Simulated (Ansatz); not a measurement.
Given:

AlPt$_{3}$N:
```cif
data_AlNPt3
_chemical_formula_sum 'Al1 Pt3 N1'
_space_group_name_H-M_alt 'Pm-3m'
_space_group_IT_number 221
_space_group_name_Hall '-P 4 2 3'
_cell_length_a 4.13408
_cell_length_b 4.13408
_cell_length_c 4.13408
_cell_angle_alpha 90.000
_cell_angle_beta 90.000
_cell_angle_gamma 90.000
loop_
_atom_site_label
_atom_site_type_symbol
_atom_site_symmetry_multiplicity
_atom_site_Wyckoff_symbol
_atom_site_fract_x
_atom_site_fract_y
_atom_site_fract_z
_atom_site_occupancy
Al1 Al 1 a 0.00000 0.00000 0.00000 1
Pt1 Pt 3 c 0.00000 0.50000 0.50000 1
N1 N 1 b 0.50000 0.50000 0.50000 1
```

This is the PBEsol-relaxed structure.

### Question
All from PBEsol (plane waves, PAW; program Ansatz), unless another level is named. Give the bulk modulus (Birch–Murnaghan fit).

### Answer
220 GPa.

### Question
Predict the elastic constants (relaxed ions, GPa).

### Answer
C11 = 312, C12 = 174, C44 = -24.5.

### Question
And the highest zone-centre frequency?

### Answer
330 cm⁻¹.

The start of the workflow was typed in or built on a structure type; neither database checked (COD, Materials Project) lists it. Its standing as an ambient phase is unchecked. Symmetry was held in the PBEsol relaxation. At this level the phase is dynamically unstable (imaginary phonons). The run is not spin-polarised. The volume moved by 18 % from the start of the relaxation. Its formation energy is positive at this level, so the cell may be metastable or incomplete. As this level gives no gap, shear constants depend on the k-mesh and smearing (Fermi–Dirac, 0.1 eV here). As this level gives no gap, phonon frequencies hold no LO–TO term and depend on the k-mesh and smearing (Fermi–Dirac, 0.1 eV here). Spin–orbit coupling is left out wherever it is not named.

Potentials: the earlier of the program's two PAW sets. The files were generated under PBE; for other functionals the program regenerates the frozen cores, and for LDA and PBEsol the local potential too.
